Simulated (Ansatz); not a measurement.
Method: r2SCAN, collinear spin; PAW, plane waves to 500 eV, 4×4×4 (shifted by 0.5, 0.5, 0.5 steps) mesh, fermi-dirac occupations (width 0.1 eV) (Ansatz 0.2.0), atoms fixed.

Computed maps in the lattice plane spanned by b (left to right, 4.26 Å, 13 points from zero) and c (bottom to top, 4.26 Å, 13 points from zero), 90° apart, at height 0.000 along a. The fields are smooth PAW ones with compensation charges, not the true ones near nuclei.

Valence density. Digits on a logarithmic scale: 0 up to 0.03 e/Å³, each further digit a factor of 1.6, 9 from 1.3 e/Å³ up:
```
9997799997799
9985679976589
7754455554457
8764333333467
9975321123579
9995311113599
9995311113599
9975321123579
8764333333467
7754455554457
9985679976589
9997799997799
9997899998799
```

Spin density. Ten even steps from '0' (-0.04 e/Å³) to '9' (0.67 e/Å³):
```
6951002200159
0541000000145
0111000000111
0000000000000
0000000000000
0200000000002
0200000000002
0000000000000
0000000000000
0111000000111
0541000000145
6951002200159
9600000000006
```

Question: The cell is YMoO₃. Which atoms lie within 0.2 Å of this plane, and where (fractions of b and c)?

Answer: Mo at (0.00, 0.00), O at (0.50, 0.00), O at (0.00, 0.50). The whole cell:
```
CELL_PARAMETERS angstrom
4.26101 0.00000 0.00000
0.00000 4.26101 0.00000
0.00000 0.00000 4.26101
ATOMIC_POSITIONS crystal
Mo 0.00000 0.00000 0.00000
O 0.50000 0.00000 0.00000
O 0.00000 0.50000 0.00000
O 0.00000 0.00000 0.50000
Y 0.50000 0.50000 0.50000
```

Magnetic state (reached from a saved solution, and it need not be the lowest): Mo1 up.

Origin: a known structure type with other elements, at an estimated volume, so it need not be a known compound. Caveats: the k mesh is coarse if the cell is a metal; atoms or cell far from equilibrium.
